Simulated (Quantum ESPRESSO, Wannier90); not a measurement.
# RuO$_{2}$ (rutile): Wannier90 run

Materials Project entry mp-825; symmetrised, unrelaxed at this level. COD (Crystallography Open Database) has an entry of this formula and space group (matched by these alone). Level: PBEsol, spinors with spin-orbit coupling; pw.x of Quantum ESPRESSO at 68 Ry with PseudoDojo potentials, 4×4×6 k-points, Wannier90. Density: 8×8×10 mesh, cold smearing 0.01 Ry.

On the energy scale of pw.x, whose zero is arbitrary, the Fermi level lies at 13.05 eV.

Input w.win:

```
num_bands = 76
num_wann = 44
exclude_bands = 1-24
spinors = true
num_iter = 1000
conv_tol = 1.0e-6
conv_window = 4
dis_num_iter = 1000
dis_conv_tol = 1.0e-6
dis_froz_max = 14.55
dis_mix_ratio = 0.2
write_hr = true
write_u_matrices = true
begin projections
f=0.50361,0.49841,0.51503: d
f=0.00788,-0.00788,-0.00066: d
f=-0.20533,0.19167,0.50028: p
f=0.18605,-0.20160,0.49772: p
f=0.31640,0.30383,-0.00183: p
f=-0.30417,-0.29791,-0.01171: p
end projections
begin unit_cell_cart
ang
    4.4825000000    0.0000000000    0.0000000000
    0.0000000000    4.4825000000    0.0000000000
    0.0000000000    0.0000000000    3.1113400000
end unit_cell_cart
begin atoms_frac
Ru   0.5000000000  0.5000000000  0.5000000000
Ru   0.0000000000  0.0000000000  0.0000000000
O   -0.1945600000  0.1945600000  0.5000000000
O    0.1945600000 -0.1945600000  0.5000000000
O    0.3054400000  0.3054400000  0.0000000000
O   -0.3054400000 -0.3054400000  0.0000000000
end atoms_frac
mp_grid = 4 4 6
begin kpoints
0.0000000000 0.0000000000 0.0000000000
0.0000000000 0.0000000000 0.1666666667
0.0000000000 0.0000000000 0.3333333333
... (93 more lines: the 4x4x6 mesh through Gamma)
end kpoints
```

Input of pw2wannier90.x that gives the overlap and projection files (equivalent; here they were cut from one run over all bands):

```
&inputpp
  outdir = './out'
  prefix = 'pwscf'
  seedname = 'w'
  write_amn = .true.
  write_mmn = .true.
/
```

Output w.wout (banner and timings cut):

```
                                    ------
                                    SYSTEM
                                    ------

                              Lattice Vectors (Ang)
                    a_1     4.482500   0.000000   0.000000
                    a_2     0.000000   4.482500   0.000000
                    a_3     0.000000   0.000000   3.111340

                   Unit Cell Volume:      62.51555  (Ang^3)

                        Reciprocal-Space Vectors (Ang^-1)
                    b_1     1.401715   0.000000   0.000000
                    b_2     0.000000   1.401715   0.000000
                    b_3     0.000000   0.000000   2.019447

 *----------------------------------------------------------------------------*
 |   Site       Fractional Coordinate          Cartesian Coordinate (Ang)     |
 +----------------------------------------------------------------------------+
 | ru   1   0.50000   0.50000   0.50000   |    2.24125   2.24125   1.55567    |
 | ru   2   0.00000   0.00000   0.00000   |    0.00000   0.00000   0.00000    |
 | o    1  -0.19456   0.19456   0.50000   |   -0.87212   0.87212   1.55567    |
 | o    2   0.19456  -0.19456   0.50000   |    0.87212  -0.87212   1.55567    |
 | o    3   0.30544   0.30544   0.00000   |    1.36913   1.36913   0.00000    |
 | o    4  -0.30544  -0.30544   0.00000   |   -1.36913  -1.36913   0.00000    |
 *----------------------------------------------------------------------------*
                                ------------
                                K-POINT GRID
                                ------------

             Grid size =  4 x  4 x  6      Total points =   96

 *---------------------------------- MAIN ------------------------------------*
 |  Number of Wannier Functions               :                44             |
 |  Number of Objective Wannier Functions     :                44             |
 |  Number of input Bloch states              :                76             |
 |  Output verbosity (1=low, 5=high)          :                 1             |
 |  Timing Level (1=low, 5=high)              :                 1             |
 |  Optimisation (0=memory, 3=speed)          :                 3             |
 |  Length Unit                               :               Ang             |
 |  Post-processing setup (write *.nnkp)      :                 F             |
 |  Using Gamma-only branch of algorithms     :                 F             |
 *----------------------------------------------------------------------------*
 *------------------------------- WANNIERISE ---------------------------------*
 |  Total number of iterations                :              1000             |
 |  Number of CG steps before reset           :                 5             |
 |  Trial step length for line search         :             2.000             |
 |  Convergence tolerence                     :         0.100E-05             |
 |  Convergence window                        :                 4             |
 |  Iterations between writing output         :                 1             |
 |  Iterations between backing up to disk     :               100             |
 |  Write r^2_nm to file                      :                 F             |
 |  Write xyz WF centres to file              :                 F             |
 |  Write on-site energies <0n|H|0n> to file  :                 F             |
 |  Use guiding centre to control phases      :                 F             |
 |  Use phases for initial projections        :                 F             |
 *----------------------------------------------------------------------------*
 *------------------------------- DISENTANGLE --------------------------------*
 |  Using band disentanglement                :                 T             |
 |  Total number of iterations                :              1000             |
 |  Mixing ratio                              :             0.200             |
 |  Convergence tolerence                     :         1.000E-06             |
 |  Convergence window                        :                 3             |
 *----------------------------------------------------------------------------*
 *-------------------------------- PLOTTING ----------------------------------*
 |  Plotting Hamiltonian in WF basis          :                 T             |
 *----------------------------------------------------------------------------*

       ... (k-mesh section left out)

 Starting a new Wannier90 calculation ...

 Reading overlaps from w.mmn

 Reading projections from w.amn

 *------------------------------- DISENTANGLE --------------------------------*
 +----------------------------------------------------------------------------+
 |                              Energy  Windows                               |
 |                              ---------------                               |
 |                   Outer:    4.47966  to   36.85010  (eV)                   |
 |                   Inner:    4.47966  to   14.55000  (eV)                   |
 +----------------------------------------------------------------------------+
   Number of target bands to extract:   44

                   Unitarised projection of Wannier functions
                   ------------------------------------------
   A_mn = <psi_m|g_n> --> S = A.A^+ --> U = S^-1/2.A
   In dis_project... done
   Using an inner window (linner = T)
   In dis_proj_froz... done

                   Extraction of optimally-connected subspace
                   ------------------------------------------
 +---------------------------------------------------------------------+<-- DIS
 |  Iter     Omega_I(i-1)      Omega_I(i)      Delta (frac.)           |<-- DIS
 +---------------------------------------------------------------------+<-- DIS
       1      32.51347306      32.27718997       7.320E-03    <-- DIS
       2      32.47708835      32.23740615       7.435E-03    <-- DIS
       3      32.43064502      32.20128171       7.123E-03    <-- DIS
       4      32.38641783      32.16838030       6.778E-03    <-- DIS
       5      32.34457245      32.13834893       6.417E-03    <-- DIS
       6      32.30517736      32.11089126       6.050E-03    <-- DIS
       ... (lines left out)
     101      31.78195765      31.78161177       1.088E-05    <-- DIS
       ... (lines left out)
     125      31.78081730      31.78078914       8.858E-07    <-- DIS
     126      31.78079230      31.78076930       7.236E-07    <-- DIS
     127      31.78076839      31.78075019       5.728E-07    <-- DIS

             <<<      Delta < 1.000E-06  over  3 iterations     >>>
             <<< Disentanglement convergence criteria satisfied >>>

        Final Omega_I    31.78075019 (Ang^2)

 +----------------------------------------------------------------------------+

 Writing checkpoint file w.chk... done

 *------------------------------- WANNIERISE ---------------------------------*
 +--------------------------------------------------------------------+<-- CONV
 | Iter  Delta Spread     RMS Gradient      Spread (Ang^2)            |<-- CONV
 +--------------------------------------------------------------------+<-- CONV

 ------------------------------------------------------------------------------
 Initial State
  WF centre and spread    1  (  2.242038,  2.242259,  1.555989 )     0.83300954
  WF centre and spread    2  (  2.242038,  2.242259,  1.555989 )     0.83300954
  WF centre and spread    3  (  2.242383,  2.241014,  1.555931 )     0.79534123
  WF centre and spread    4  (  2.242383,  2.241014,  1.555931 )     0.79534123
  WF centre and spread    5  (  2.240843,  2.242742,  1.555645 )     0.79354687
  WF centre and spread    6  (  2.240843,  2.242742,  1.555645 )     0.79354686
  WF centre and spread    7  (  2.242024,  2.242210,  1.555792 )     0.81709614
  WF centre and spread    8  (  2.242024,  2.242210,  1.555792 )     0.81709614
  WF centre and spread    9  (  2.240067,  2.240347,  1.555664 )     0.80407846
  WF centre and spread   10  (  2.240067,  2.240347,  1.555664 )     0.80407846
  WF centre and spread   11  (  0.000533, -0.000265, -0.000404 )     0.83292541
  WF centre and spread   12  (  0.000533, -0.000265, -0.000404 )     0.83292541
  WF centre and spread   13  (  0.000790, -0.000714,  0.000103 )     0.79494972
  WF centre and spread   14  (  0.000790, -0.000714,  0.000103 )     0.79494972
  WF centre and spread   15  (  0.000573,  0.001602,  0.000096 )     0.79407065
  WF centre and spread   16  (  0.000573,  0.001602,  0.000096 )     0.79407065
  WF centre and spread   17  (  0.001312,  0.000714, -0.000058 )     0.81692982
  WF centre and spread   18  (  0.001312,  0.000714, -0.000058 )     0.81692982
  WF centre and spread   19  (  0.000809,  0.001152,  0.000145 )     0.80509188
  WF centre and spread   20  (  0.000809,  0.001152,  0.000145 )     0.80509188
  WF centre and spread   21  ( -0.865862,  0.864695,  1.556064 )     0.67912050
  WF centre and spread   22  ( -0.865862,  0.864695,  1.556064 )     0.67912050
  WF centre and spread   23  ( -0.879475,  0.872969,  1.555554 )     0.68845611
  WF centre and spread   24  ( -0.879475,  0.872969,  1.555554 )     0.68845611
  WF centre and spread   25  ( -0.874056,  0.878398,  1.555589 )     0.68757372
  WF centre and spread   26  ( -0.874056,  0.878398,  1.555589 )     0.68757372
  WF centre and spread   27  (  0.863059, -0.864519,  1.555921 )     0.68585871
  WF centre and spread   28  (  0.863059, -0.864519,  1.555921 )     0.68585871
  WF centre and spread   29  (  0.877871, -0.873473,  1.555555 )     0.69050659
  WF centre and spread   30  (  0.877871, -0.873473,  1.555555 )     0.69050658
  WF centre and spread   31  (  0.872068, -0.879220,  1.555518 )     0.69185425
  WF centre and spread   32  (  0.872068, -0.879220,  1.555518 )     0.69185425
  WF centre and spread   33  (  1.377117,  1.376236, -0.000794 )     0.68066092
  WF centre and spread   34  (  1.377117,  1.376236, -0.000794 )     0.68066092
  WF centre and spread   35  (  1.362678,  1.367265, -0.000400 )     0.68910199
  WF centre and spread   36  (  1.362678,  1.367265, -0.000400 )     0.68910199
  WF centre and spread   37  (  1.368079,  1.361307, -0.000430 )     0.69087330
  WF centre and spread   38  (  1.368079,  1.361307, -0.000430 )     0.69087330
  WF centre and spread   39  ( -1.376931, -1.376339, -0.001619 )     0.68362543
  WF centre and spread   40  ( -1.376931, -1.376339, -0.001619 )     0.68362543
  WF centre and spread   41  ( -1.362543, -1.367873, -0.000794 )     0.68988576
  WF centre and spread   42  ( -1.362543, -1.367873, -0.000794 )     0.68988576
  WF centre and spread   43  ( -1.368704, -1.363040, -0.000854 )     0.68958742
  WF centre and spread   44  ( -1.368704, -1.363040, -0.000854 )     0.68958742
  Sum of centres and spreads ( 22.409349, 22.414934, 34.216421 )    32.66828882

      0     0.327E+02     0.0000000000       32.6682888031  <-- CONV
        O_D=      0.0018757 O_OD=      0.8856629 O_TOT=     32.6682888 <-- SPRD
 ------------------------------------------------------------------------------
      1    -0.204E+00     0.3085665667       32.4641235414  <-- CONV
        O_D=      0.0019478 O_OD=      0.6814255 O_TOT=     32.4641235 <-- SPRD
      2    -0.691E-01     0.2525937125       32.3950545170  <-- CONV
        O_D=      0.0018971 O_OD=      0.6124073 O_TOT=     32.3950545 <-- SPRD
      3    -0.505E-01     0.2265672408       32.3445911411  <-- CONV
        O_D=      0.0013698 O_OD=      0.5624711 O_TOT=     32.3445911 <-- SPRD
      4    -0.219E-01     0.1810623054       32.3227143759  <-- CONV
        O_D=      0.0012224 O_OD=      0.5407418 O_TOT=     32.3227144 <-- SPRD
      5    -0.808E-02     0.1119600099       32.3146345183  <-- CONV
        O_D=      0.0010401 O_OD=      0.5328443 O_TOT=     32.3146345 <-- SPRD
       ... (lines left out)
     19    -0.298E-06     0.0008417065       32.3102804337  <-- CONV
        O_D=      0.0009484 O_OD=      0.5285818 O_TOT=     32.3102804 <-- SPRD
     20    -0.146E-06     0.0004503872       32.3102802876  <-- CONV
        O_D=      0.0009485 O_OD=      0.5285816 O_TOT=     32.3102803 <-- SPRD
     21    -0.863E-07     0.0003413019       32.3102802013  <-- CONV
        O_D=      0.0009485 O_OD=      0.5285815 O_TOT=     32.3102802 <-- SPRD
             <<<     Delta < 1.000E-06  over  4 iterations     >>>
             <<< Wannierisation convergence criteria satisfied >>>
 Final State
  WF centre and spread    1  (  2.242055,  2.242187,  1.555210 )     0.83071117
  WF centre and spread    2  (  2.242055,  2.242187,  1.555210 )     0.83071117
  WF centre and spread    3  (  2.242007,  2.240845,  1.555211 )     0.79419100
  WF centre and spread    4  (  2.242007,  2.240845,  1.555211 )     0.79419100
  WF centre and spread    5  (  2.240803,  2.242011,  1.555114 )     0.79359381
  WF centre and spread    6  (  2.240803,  2.242011,  1.555114 )     0.79359381
  WF centre and spread    7  (  2.241288,  2.241273,  1.555670 )     0.82211020
  WF centre and spread    8  (  2.241288,  2.241273,  1.555670 )     0.82211020
  WF centre and spread    9  (  2.240007,  2.240185,  1.555981 )     0.79895729
  WF centre and spread   10  (  2.240007,  2.240185,  1.555981 )     0.79895729
  WF centre and spread   11  (  0.000126, -0.000212, -0.000377 )     0.83071990
  WF centre and spread   12  (  0.000126, -0.000212, -0.000377 )     0.83071991
  WF centre and spread   13  ( -0.000666, -0.000498,  0.000024 )     0.79393345
  WF centre and spread   14  ( -0.000666, -0.000498,  0.000024 )     0.79393345
  WF centre and spread   15  (  0.000525,  0.000896, -0.000000 )     0.79380956
  WF centre and spread   16  (  0.000525,  0.000896, -0.000000 )     0.79380956
  WF centre and spread   17  (  0.000021, -0.000005,  0.000001 )     0.82211112
  WF centre and spread   18  (  0.000021, -0.000005,  0.000001 )     0.82211112
  WF centre and spread   19  ( -0.000183,  0.000093,  0.000176 )     0.79892680
  WF centre and spread   20  ( -0.000183,  0.000093,  0.000176 )     0.79892680
  WF centre and spread   21  ( -0.864620,  0.864466,  1.555714 )     0.66984157
  WF centre and spread   22  ( -0.864620,  0.864466,  1.555714 )     0.66984157
  WF centre and spread   23  ( -0.878722,  0.873733,  1.555491 )     0.67476441
  WF centre and spread   24  ( -0.878722,  0.873733,  1.555491 )     0.67476441
  WF centre and spread   25  ( -0.873630,  0.877965,  1.555505 )     0.67397408
  WF centre and spread   26  ( -0.873630,  0.877965,  1.555505 )     0.67397408
  WF centre and spread   27  (  0.864177, -0.864399,  1.555516 )     0.66998648
  WF centre and spread   28  (  0.864177, -0.864399,  1.555516 )     0.66998648
  WF centre and spread   29  (  0.877479, -0.873375,  1.555458 )     0.67437819
  WF centre and spread   30  (  0.877479, -0.873375,  1.555458 )     0.67437819
  WF centre and spread   31  (  0.873472, -0.878278,  1.555454 )     0.67517495
  WF centre and spread   32  (  0.873472, -0.878278,  1.555454 )     0.67517495
  WF centre and spread   33  (  1.376879,  1.376995, -0.000545 )     0.66935783
  WF centre and spread   34  (  1.376879,  1.376995, -0.000545 )     0.66935783
  WF centre and spread   35  (  1.363094,  1.367795, -0.000038 )     0.67489441
  WF centre and spread   36  (  1.363094,  1.367795, -0.000038 )     0.67489441
  WF centre and spread   37  (  1.367841,  1.363297, -0.000022 )     0.67487684
  WF centre and spread   38  (  1.367841,  1.363297, -0.000022 )     0.67487684
  WF centre and spread   39  ( -1.376819, -1.376634, -0.001311 )     0.67044155
  WF centre and spread   40  ( -1.376819, -1.376634, -0.001311 )     0.67044155
  WF centre and spread   41  ( -1.363260, -1.367618, -0.000203 )     0.67420898
  WF centre and spread   42  ( -1.363260, -1.367618, -0.000203 )     0.67420898
  WF centre and spread   43  ( -1.367577, -1.362918, -0.000185 )     0.67417652
  WF centre and spread   44  ( -1.367577, -1.362918, -0.000185 )     0.67417652
  Sum of centres and spreads ( 22.408596, 22.415604, 34.215687 )    32.31028022

         Spreads (Ang^2)       Omega I      =    31.780750191
        ================       Omega D      =     0.000948479
                               Omega OD     =     0.528581532
    Final Spread (Ang^2)       Omega Total  =    32.310280201
```
